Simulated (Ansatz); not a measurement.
The elements of this relaxed trial crystal are hidden behind letters.

```
lattice vectors (Å)
   6.1821    0.0000    0.0000
   0.0000    6.1821    0.0000
   0.0000    0.0000    6.1821
fractional positions
X 0.0000 0.0000 0.0000
Z 0.5000 0.0000 0.5000
Z 0.0000 0.5000 0.5000
Z 0.5000 0.5000 0.0000
Q 0.5000 0.5000 0.5000
Q 0.0000 0.5000 0.0000
Q 0.5000 0.0000 0.0000
Q 0.0000 0.0000 0.5000
```

Method: DFT PBE, scalar-relativistic, plane waves, PAW (Ansatz 0.2.0). The final run on the 8-atom cell used 420 eV, a Γ-centred 6×6×6 mesh, 0.10 eV smearing and no spin polarisation.

| Property | Result |
| --- | --- |
| Space group | Pm-3m (No. 221) |
| Conventional cell | a = 6.182 Å |
| Volume per atom | 29.53 Å³ |
| Density | 7.42 g/cm³ |
| Formation energy | −0.53 eV/atom |
| Gap on the 6×6×6 mesh of the 8-atom cell | 0 eV (the bands meet within 0.015 eV) |

Energies are uncorrected and count from the elements' standard states at the same level.

Question: X is a p-block element of period 5, Z is a p-block element of period 6 and Q is a p-block element of period 4. Which elements are they?

Answer: X = Sn, Z = Pb, Q = Se, so the formula is SnPb3Se4. Density times volume gives a mean mass of 7.42 × 29.53/1.6605 = 132.0 u per atom, and this set has 132.0 u. Sn is surrounded by 6 Se at 3.09 Å; around Pb lie 6 Se at 3.09 Å; Se on a site of symmetry m-3m is surrounded by 6 Pb at 3.09 Å; 1 more site not described. Other sets within the hints have nearly the same mass, so mass alone doesn't settle it; this one was computed.

These runs have no spin–orbit coupling, which can matter for Pb. The zero gap may come from the functional, which often closes small gaps. A later test with randomly moved atoms ended 3 meV/atom lower, in R3m at a loose tolerance, which is no clear verdict on its stability.
